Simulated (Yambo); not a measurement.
Yambo run on a free-standing AlCl3 monolayer (symmetry P-31m, slab cell 15.7 Å high). The wavefunctions come from this Quantum ESPRESSO step (PBEsol, PseudoDojo standard norm-conserving files, scalar-relativistic):

```
&CONTROL
  calculation = 'nscf'
  pseudo_dir = './pseudo'
  outdir = './out'
/
&SYSTEM
  ibrav = 0
  nat = 8
  ntyp = 2
  ecutwfc = 58.0
  ecutrho = 232.0
  occupations = 'fixed'
  force_symmorphic = .true.
  nbnd = 179
  assume_isolated = '2D'
/
&ELECTRONS
  conv_thr = 8e-09
  diago_full_acc = .true.
  diago_thr_init = 1e-08
/
ATOMIC_SPECIES
Al 26.9815 Al.upf
Cl 35.4500 Cl.upf
CELL_PARAMETERS angstrom
  5.929534673368   0.000000000000   0.000000000000
 -2.964767336684   5.135127659757   0.000000000000
  0.000000000000   0.000000000000  15.700000000000
ATOMIC_POSITIONS crystal
Al   0.000000000000   0.000000000000  -0.000000000000
Al   0.666666666667   0.333333333333  -0.000000000000
Cl   0.693071383033   0.026404716367   0.084710325100
Cl   0.973595283633   0.666666666667   0.084710325100
Cl   0.333333333333   0.306928616967   0.084710325100
Cl   0.973595283633   0.306928616967  -0.084710325100
Cl   0.693071383033   0.666666666667  -0.084710325100
Cl   0.333333333333   0.026404716367  -0.084710325100
K_POINTS automatic
6 6 1 0 0 0
```

Yambo input:

```
rim_cut
gw0
dyson
el_el_corr
HF_and_locXC
ppa
em1d
rim_w
RandQpts= 1000000
RandGvec= 2 Ry
CUTGeo= "slab z"
EXXRLvcs= 58 Ry
VXCRLvcs= 232 Ry
Chimod= "HARTREE"
% BndsRnXp
 1 | 178 |
%
NGsBlkXp= 5 Ry
% LongDrXp
 1.0 | 1.0 | 0.0 |
%
RandGvecW= 398 mRy
PPAPntXp= 27.2114 eV
% GbndRnge
 1 | 178 |
%
GTermKind= "BG"
DysSolver= "n"
ExtendOut
% QPkrange
 1 | 1 | 24 | 25 |
 4 | 4 | 24 | 25 |
 7 | 7 | 24 | 25 |
%
```

k points by index: 1 = Γ, 4 = M, 7 = K.

The o-*.qp file then holds:

```
#    K-point    Band    Eo [eV]    E [eV]    E-Eo [eV]    Vxc [eV]    Vnlxc [eV]    Sc|Eo [eV]    Sc|E [eV]    dSc/dw|Eo [eV]    Re(Z)    Im(Z)
#
    1    24    -0.054134    -1.920423    -1.866288    -14.73246    -19.06399    2.065653    2.465248    -5.825899    0.823655    -0.001295
    1    25    5.583090    7.401220    1.818130    -11.04510    -6.309861    -2.593696    -2.917107    -4.840097    0.848988    -0.001149
    4    24    0.000000    -1.922110    -1.922110    -14.54333    -19.06112    2.179791    2.595681    -5.887374    0.822125    -0.001319
    4    25    5.554748    7.320623    1.765876    -11.03324    -6.370839    -2.584089    -2.896520    -4.814140    0.849677    -0.001132
    7    24    -0.100963    -2.035136    -1.934173    -14.48847    -19.02922    2.186412    2.606569    -5.910670    0.821547    -0.001333
    7    25    5.711545    7.491050    1.779505    -11.14590    -6.398469    -2.650837    -2.967930    -4.848548    0.848765    -0.001140
```
(The two width columns are left out.) Convergence of these settings isn't established.

Geometry relaxed with PBEsol.

This is a model layer cut from the bulk structure; whether it is stable on its own was not checked.
